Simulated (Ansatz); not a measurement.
The start is a relaxed BAs cell, doubled along one cell vector, shaken by Gaussian noise of σ = 0.08 Å a coordinate. A full variable-cell relaxation at zero pressure is run with PBE (plane waves to 420 eV, PAW, scalar-relativistic; Ansatz, a program for electronic structure). The first steps use a coarse 8×4×8 k-mesh.

Initial structure:
```yaml
crystal:
  lattice:
    - [0.00000, 2.40472, 2.40472]
    - [4.80944, 0.00000, 4.80944]
    - [2.40472, 2.40472, 0.00000]
  atoms:
    - { symbol: As, position: [0.73271, 0.36834, 0.81412] }
    - { symbol: As, position: [0.70456, 0.87107, 0.77004] }
    - { symbol: B, position: [0.96976, 0.99390, 0.01376] }
    - { symbol: B, position: [0.01214, 0.47985, 0.01426] }
```

**Question.** By how much does the energy per atom fall from start to end?

**Answer.** 84 meV/atom.

**Question.** Is the parent structure recovered?

**Answer.** It relaxes back to the parent, F-43m (No. 216).

**Question.** Is the relaxed structure metallic? Give its gap.

**Answer.** 1.21 eV, indirect (valence top at Γ, conduction bottom at 82 % of the way from Γ to X) (no spin-orbit coupling).

The end point of the relaxation:

Space group F-43m (No. 216); a = 4.8093 Å, b = 4.8093 Å, c = 4.8093 Å, α = 90.00°, β = 90.00°, γ = 90.00°

| atom | site | symmetry | x | y | z |
|---|---|---|---|---|---|
| As | 4a | -43m | 0.0000 | 0.0000 | 0.0000 |
| B | 4c | -43m | 0.2500 | 0.2500 | 0.2500 |
(The calculation used a cell of 2 atoms; values per cell refer to that cell.)

Final values are on a 12×12×12 k-mesh of the relaxed cell. No spin polarisation in the result.
